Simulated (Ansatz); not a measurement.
K₂PtC₆O₆, a known structure type with other elements, at an estimated volume

```
Pt C O K
1.0
     3.70213    6.41227    0.00000
    -3.70213    6.41227    0.00000
     0.00000    0.00000    6.67162
Pt C O K
1 6 6 2
Direct
  0.00000 0.00000 0.00000
  0.22220 0.00000 0.17480
  0.77780 0.22220 0.17480
  0.00000 0.77780 0.17480
  0.77780 0.00000 0.82520
  0.00000 0.22220 0.82520
  0.22220 0.77780 0.82520
  0.34600 0.00000 0.27530
  0.65400 0.34600 0.27530
  0.00000 0.65400 0.27530
  0.65400 0.00000 0.72470
  0.00000 0.34600 0.72470
  0.34600 0.65400 0.72470
  0.33333 0.33333 0.50000
  0.66667 0.66667 0.50000
```

Method: r2SCAN, no spin polarisation; PAW, plane waves to 500 eV, 5×5×5 Γ-centred mesh, gaussian occupations (width 0.1183 eV) (Ansatz 0.2.0), atoms fixed.

Problem. Metal or insulator?

Solution. It is a metal on this mesh, though the bands barely overlap, with about 20 states/eV a cell as the mean within 0.25 eV of the Fermi level, mostly C p (41 %), C s (20 %) and O p (17 %).

Problem. Which atom feels the largest force, and which way?

Solution. The largest is on O9 (and as large on other atoms): 5.36 eV/Å, components (-4.27, 0.00, 3.23). It makes 179° with the line to a nearest neighbour, C3 at 1.14 Å, pointing away from it.

Problem. What is the formation energy?

Solution. 0.16 eV an atom against the elements' usual phases (free molecules for gases, crystals otherwise, with no correction for O₂ or N₂), so at this geometry it isn't bound against them. Relaxing would lower it.

Problem. Give the Bader charges.

Solution. Bader charges in e: K +0.90, Pt +0.93, C +0.88, O -1.33. In the mean Pt gives up most and O takes most.

Problem. Is the cell too large or too small?

Solution. The pressure is 11.3 GPa (compression positive), so with the atoms held at these fractions the cell would first expand; the forces are large, so a full relaxation may end otherwise.

Origin: a known structure type with other elements, at an estimated volume, so it need not be a known compound. Caveats: many states at the Fermi level without spin polarisation, so a magnetic state may lie lower; atoms or cell far from equilibrium.
